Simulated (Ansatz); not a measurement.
Hf$_{5}$Ge$_{3}$:
Space group P6₃/mcm (No. 193); a = 7.9601 Å, b = 7.9601 Å, c = 5.5264 Å, α = 90.00°, β = 90.00°, γ = 120.00°

| atom | site | symmetry | x | y | z |
|---|---|---|---|---|---|
| Hf | 4d | 3.2 | 0.3333 | 0.6667 | 0.0000 |
| Hf | 6g | m2m | 0.2524 | 0.2524 | 0.7500 |
| Ge | 6g | m2m | 0.3891 | 0.3891 | 0.2500 |

Relaxed at zero pressure with plane-wave PAW r²SCAN (Ansatz code).

The volume is lowered by 9 % and shape and atoms relax at that volume. What pressure results, and how do the axes share the change?

16.1 GPa; a -2.9 %, b -2.9 %, c -3.5 %; the energy rises by 79 meV/atom.

Give the new structure.


Space group P6₃/mcm (No. 193); a = 7.730 Å, b = 7.730 Å, c = 5.333 Å, α = 90.00°, β = 90.00°, γ = 120.00°

```json
[
 {"atom": "Hf", "site": "4d", "symmetry": "3.2", "x": "0.3333", "y": "0.6667", "z": "0.0000"},
 {"atom": "Hf", "site": "6g", "symmetry": "m2m", "x": "0.2485", "y": "0.2485", "z": "0.7500"},
 {"atom": "Ge", "site": "6g", "symmetry": "m2m", "x": "0.3913", "y": "0.3913", "z": "0.2500"}
]
```

The phase is kept; no other phase was compared at this pressure.

Space group P6_3/mcm. The workflow started from a Materials Project entry (that database holds measured and hypothetical structures alike); the Crystallography Open Database copy checked does not list it. Whether it is the stable phase at ambient conditions was not checked. The cell was relaxed with r²SCAN under the symmetry of its start; whether a distortion lowers the energy is not shown. The run is not spin-polarised. Scalar-relativistic: spin–orbit coupling is off unless named, which matters more the heavier the elements.

Potentials: the later of the program's two PAW sets.
